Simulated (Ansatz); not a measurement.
The relaxed structure here is a generated cell of Te2Mo: the first start was made by placing the elements on the sites of a structure type, and the end was not matched to a known phase here, so it may be hypothetical. Known forms of Te2Mo include space group No. 194.

One starting cell of Te₂Mo (a generated cell, Te2Mo built in the pyrite structure type) was relaxed twice with Ansatz (plane waves, PAW, scalar-relativistic): with PBEsol at 420 eV and with PBE at 420 eV. The PBEsol result:

Te2Mo is modelled in the cubic space group Pa-3 (No. 205), Pearson symbol cP12. Lattice parameters: a = 6.600 Å, b = 6.600 Å, c = 6.600 Å, α = 90.00°, β = 90.00°, γ = 90.00°. Mo on 4a is coordinated by 6 Te at 2.717 Å (octahedral). Te on 8c is coordinated by 3 Mo at 2.717 Å (trigonal planar). (Neighbours: up to the widest gap in distance over summed covalent radii, below 1.35, at either atom; cation-cation and far metal-metal contacts left out.)

```tsv
quantity	PBEsol	PBE
space group	Pa-3	Pa-3
volume (Å³/atom)	23.95	[?]
a (Å)	6.600	[?]
gap (eV, no spin-orbit coupling)	0.00	[?]
```

Problem. What does PBE give for the same quantities?

Solution. 
- volume (Å³/atom), PBE: 24.98
- a (Å), PBE: 6.692
- gap (eV, no spin-orbit coupling), PBE: 0.00

Both levels end in the same structure; PBE's volume is 4.3 % larger. Neither column is exact.

No spin polarisation in the result. A magnetic state may lie lower.

The run could not lose the symmetry of its start, so the end can be a saddle point.

Ansatz is a first-principles code.
